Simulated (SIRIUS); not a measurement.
Set-up for a self-consistent single point of Al2GaN3 (P1, 12 atoms in the cell; from Materials Project mp-1228953, changed as shown).

```xyz
12
Lattice="5.7394 -1.5661 0.0000 5.6820 1.5504 0.0000 -1.8961 0.0000 7.1678" Properties=species:S:1:pos:R:3 pbc="T T T"
Al    10.0448    -0.0148     2.7904
Al     8.6800    -0.0139     5.5665
Al     1.7032    -0.0035     3.1854
Al     6.1138    -0.0087     0.8121
Ga     3.0576    -0.0043     0.4143
Ga     5.5941    -0.0095     5.1730
N      1.3324    -0.0023     1.3275
N      3.8800    -0.0075     6.1135
N      8.3687    -0.0128     3.6907
N      7.0264    -0.0120     6.4597
N      0.0162    -0.0015     4.0405
N      4.4672    -0.0068     1.7475
```

Method: LDA (PW92), GBRV LDA ultrasoft pseudopotentials (plane waves; SIRIUS).

SIRIUS settings:

| setting | value |
|---|---|
| parameters.ngridk | 5 5 2 |
| parameters.xc_functionals | [XC_LDA_X, XC_LDA_C_PW] |
| parameters.gk_cutoff | 6.325 1/bohr |
| parameters.pw_cutoff | 14.143 1/bohr |
| parameters.shiftk | 1 1 1 |
| parameters.smearing | gaussian |
| parameters.smearing_width | 0.0001 Ha |
| potentials | GBRV LDA ultrasoft pseudopotentials |
| parameters.electronic_structure_method | pseudopotential |
| parameters.num_bands | 48 |
| parameters.num_mag_dims | 0 |
| parameters.num_dft_iter | 100 |
| parameters.energy_tol | 1e-07 Ha |
| parameters.density_tol | 1e-06 |
| mixer.type | anderson |
| mixer.beta | 0.5 |
| mixer.use_hartree | false |

Results:

| Property | Value |
|---|---|
| Number of valence electrons | 80 |
| Number of bands | 48 |
| Number of k-points after the program's reduction | 25 |
| Number of plane waves (most at a k-point) | 3698 |
| Number of SCF iterations | 29 |
| FFT grid | 54 × 54 × 72 |
| Free energy E − TS | -13313.8151 eV |
| Pressure | -2.14 GPa |
| Largest force (vector length) | 0.273 eV/Å |

Forces (eV/Å):
```csv
atom,Fx,Fy,Fz
Al1,-0.023,-0.018,0.002
Al2,-0.010,-0.177,-0.068
Al3,-0.003,-0.165,-0.033
Al4,-0.052,-0.176,-0.055
Ga5,0.006,-0.026,-0.004
Ga6,-0.013,-0.017,-0.013
N7,0.172,0.201,-0.026
N8,0.184,0.201,-0.025
N9,0.036,0.177,0.058
N10,-0.165,0.004,0.096
N11,0.003,0.001,0.212
N12,-0.134,-0.004,-0.144
```

Stress (GPa, positive for compression):
```
-1.76   2.61   0.04
 2.61  -1.54   0.45
 0.04   0.45  -3.13
```

For comparison: a first run was changed to give this one (lattice vector b scaled by 0.99), and from it to this one the free energy stays essentially unchanged (within 1 meV/atom), the pressure goes from -4.14 to -2.14 GPa and the largest force goes from 0.211 to 0.273 eV/Å.

The structure comes from a collection of computed structures, made at another level of theory; the collection holds predicted forms beside known ones.

Cost on one core: around 4 core-minutes (rough).
